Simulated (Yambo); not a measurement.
SiO₂ (space group Imma, No. 74), G0W0@PBEsol in Yambo with this input:

```
rim_cut
gw0
dyson
el_el_corr
HF_and_locXC
ppa
em1d
RandQpts= 1000000
RandGvec= 1 Ry
EXXRLvcs= 84 Ry
VXCRLvcs= 336 Ry
Chimod= "HARTREE"
% BndsRnXp
 1 | 314 |
%
NGsBlkXp= 7 Ry
% LongDrXp
 1.0 | 1.0 | 1.0 |
%
PPAPntXp= 27.2114 eV
% GbndRnge
 1 | 314 |
%
GTermKind= "BG"
DysSolver= "n"
ExtendOut
```

On a 2×2×2 mesh, with wavefunctions cut at 84 Ry, the gap (Γ → Γ) is 8.580 eV and the valence edge shifts by -1.978 eV.

**Question.** What happens with this change: pole fitted at 15 eV?

**Answer.** The gap falls by 0.039 eV, to 8.541 eV; the shift of the valence edge becomes -1.918 eV. Neither run is shown to be the converged limit.

Geometry of the Materials Project entry, not relaxed at this level; primitive cell a = b = c = 7.0305 Å, α = 136.18°, β = 94.40°, γ = 101.64°.

This is not the ordinary phase of the substance; no match was found in the copy of COD used, and its stability was not checked.

A shift is the quasiparticle energy of the state minus its PBEsol energy.
